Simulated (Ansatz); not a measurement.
HgTe (zinc blende, F-43m) at seven volumes, DFT-r²SCAN in the program Ansatz with PAW potentials, scaled uniformly. One row is withheld.

```json
[
 {"V (Å³/atom)": "32.301", "P (GPa)": "4.81"},
 {"V (Å³/atom)": "33.365", "P (GPa)": "2.90"},
 {"V (Å³/atom)": "34.430", "P (GPa)": "1.32"},
 {"V (Å³/atom)": "35.495", "P (GPa)": "0.00"},
 {"V (Å³/atom)": "36.560", "P (GPa)": "-1.10"},
 {"V (Å³/atom)": "37.625", "P (GPa)": "?"},
 {"V (Å³/atom)": "38.690", "P (GPa)": "-2.77"}
]
```

Fit the shown pressures and predict the withheld one.

P = (3/2)B₀(x^(7/2) − x^(5/2))[1 + (3/4)(B′ − 4)(x − 1)] with x = (V₀/V)^(2/3). Least squares on the six rows gives V₀ = 35.494 Å³/atom, B₀ = 40.1 GPa, B′ = 5.12. At V = 37.625, x = 0.9619 and P = -2.01 GPa. The run itself gave -2.01 GPa.

Symmetry was held in the r²SCAN relaxation; of distortions, only those at the zone centre were tested. Spin–orbit coupling is left out wherever it is not named.

Potentials: the later of the program's two PAW sets.
